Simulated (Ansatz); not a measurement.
Si:
```xyz
34
Lattice="0.0000 7.3722 7.3722 7.3722 0.0000 7.3722 7.3722 7.3722 0.0000" Properties=species:S:1:pos:R:3 pbc="T T T"
Si     7.3722     7.3722     7.3722
Si    11.0583    11.0583    11.0583
Si     5.7456     5.7456     5.7456
Si    12.6850     9.4317     9.4317
Si     8.9989     8.9989     5.7456
Si     9.4317    12.6850     9.4317
Si     5.7456     8.9989     8.9989
Si    12.6850    12.6850    12.6850
Si     8.9989     5.7456     8.9989
Si     9.4317     9.4317    12.6850
Si    11.1009     8.2372     8.2372
Si    10.1933     7.4148     4.5511
Si     3.6435     6.5072     8.2372
Si     4.5511     7.3296     4.5511
Si    11.1009     6.5072     6.5072
Si    10.1933     7.3296    10.1933
Si     3.6435     8.2372     6.5072
Si     4.5511     7.4148    10.1933
Si     8.2372    11.1009     8.2372
Si     4.5511    10.1933     7.4148
Si     8.2372     3.6435     6.5072
Si     4.5511     4.5511     7.3296
Si     6.5072    11.1009     6.5072
Si    10.1933    10.1933     7.3296
Si     6.5072     3.6435     8.2372
Si    10.1933     4.5511     7.4148
Si     8.2372     8.2372    11.1009
Si     7.4148     4.5511    10.1933
Si     6.5072     8.2372     3.6435
Si     7.3296     4.5511     4.5511
Si     6.5072     6.5072    11.1009
Si     7.3296    10.1933    10.1933
Si     8.2372     6.5072     3.6435
Si     7.4148    10.1933     4.5511
```

Relaxed with PBE. Special points in fractions of this cell's reciprocal vectors: Γ (0.000, 0.000, 0.000); X (0.500, 0.000, 0.500); U (0.625, 0.250, 0.625); K (0.375, 0.375, 0.750); L (0.500, 0.500, 0.500); W (0.500, 0.250, 0.750).

Problem. List the band energies nearest the valence-band maximum at these points for DFT-PBE in the program Ansatz with PAW potentials.

Solution. In eV from the valence-band maximum; about four levels below and three above (degenerate sets whole), none deeper than 8.9 eV; points with the same levels are listed once.

```json
[
 {"k": "Γ", "below": "-0.55 -0.55 -0.55 0.00 0.00 0.00", "above": "1.24 1.32 1.34 1.34 1.34"},
 {"k": "X", "below": "-0.46 -0.46 -0.36 -0.36", "above": "0.55 0.55 1.15 1.15"},
 {"k": "U", "below": "-0.56 -0.54 -0.45 -0.34", "above": "0.68 0.83 1.10"},
 {"k": "L", "below": "-0.46 -0.46 -0.40 -0.40 -0.34", "above": "0.54 0.69 1.05"},
 {"k": "W", "below": "-0.58 -0.58 -0.55 -0.55", "above": "0.83 0.83 1.18 1.18"}
]
```

Space group Fd-3m. The workflow started from a Materials Project entry (that database holds measured and hypothetical structures alike). Its sites differ from those of the usual phase in this space group: another stacking or structure type. The cell was relaxed with PBE under the symmetry of its start; its stability against distortions is not shown here.

Potentials: the later of the program's two PAW sets.
